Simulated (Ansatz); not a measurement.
## Data sheet: Al₂Pt (DFT)

Al2Pt:
```xyz
3
Lattice="0.0000 2.9483 2.9483 2.9483 0.0000 2.9483 2.9483 2.9483 0.0000" Properties=species:S:1:pos:R:3 pbc="T T T"
Pt     0.0000     0.0000     0.0000
Al     1.4741     1.4741     1.4741
Al     4.4224     4.4224     4.4224
```

Space group Fm-3m (No. 225), fluorite or antifluorite type; conventional cell a = 5.897 Å, b = 5.897 Å, c = 5.897 Å, α = 90.00°, β = 90.00°, γ = 90.00°.

Method: the program Ansatz at the PBEsol level (PAW). The cell and atoms are relaxed at this level. Other levels are named where they apply.

Cell and energy:

```
Quantity                                                       Value
-----------------------------------------------------  -------------
Volume per atom                                             17.08 Å³
Density                                                   8.07 g/cm³
Formation energy from the elements (no fitted shifts)  -0.87 eV/atom
```

Electronic structure:

```
Property                                                                     Value
------------------------------------  --------------------------------------------
Electronic character                                             metallic (no gap)
Density of states at the Fermi level  0.40 states/eV per atom (mean over ±0.08 eV)
Gap with spin–orbit coupling                                       none (metallic)
```

Mechanics:

```
Property                                                                      Result
--------------------------------------------  --------------------------------------
Bulk modulus (Birch–Murnaghan fit)                                           139 GPa
Pressure derivative B′                                                           4.4
Elastic constants (relaxed ions, GPa)               C11 = 186, C12 = 115, C44 = 46.7
Mechanical stability                          stable (all eigenvalues of C positive)
Hill bulk and shear moduli                                          139 and 41.6 GPa
Young's modulus                                                              114 GPa
Poisson's ratio                                                                 0.36
Debye temperature from the elastic constants                                   296 K
```

Phonons:

```
Property                                       Result
-----------------------------  ----------------------
Highest zone-centre frequency                296 cm⁻¹
Zone-centre stability          no imaginary mode at Γ
```

The PBEsol relaxation kept the symmetry of its start. The run is not spin-polarised. As this level gives no gap, shear constants depend on the k-mesh and smearing (Fermi–Dirac, 0.1 eV here). As this level gives no gap, phonon frequencies hold no LO–TO term and depend on the k-mesh and smearing (Fermi–Dirac, 0.1 eV here). The references are the lowest solids computed at this level, not always the standard phases. Scalar-relativistic: spin–orbit coupling is off unless named, which matters more the heavier the elements.

Potentials: the later of the program's two PAW sets.
